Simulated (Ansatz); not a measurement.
Values for one crystal, relaxed and computed with plane-wave PAW LDA (Ansatz code); other levels are named.

```yaml
volume_per_atom: 7.54 Å³
electronic_character: metallic (no gap)
Density of states at the Fermi level: 0.05 states/eV per atom (mean over ±0.08 eV)
Pressure derivative B′: 3.3
mechanical_stability: stable (all eigenvalues of C positive)
Bulk modulus (Birch–Murnaghan fit): 131 GPa
Poisson's ratio: 0.05
```

Question: Pick the material that matches.
A. Ru, hcp (Mg type)
B. Zn, hcp (Mg type)
C. Mo, hcp (Mg type)
D. Be, hcp (Mg type)

Answer: D, Be, hcp (Mg type)

Space group P6_3/mmc (hcp (Mg type)). The cell was relaxed with LDA under the symmetry of its start.

Potentials: the earlier of the program's two PAW sets. The files were generated under PBE; for other functionals the program regenerates the frozen cores, and for LDA and PBEsol the local potential too.
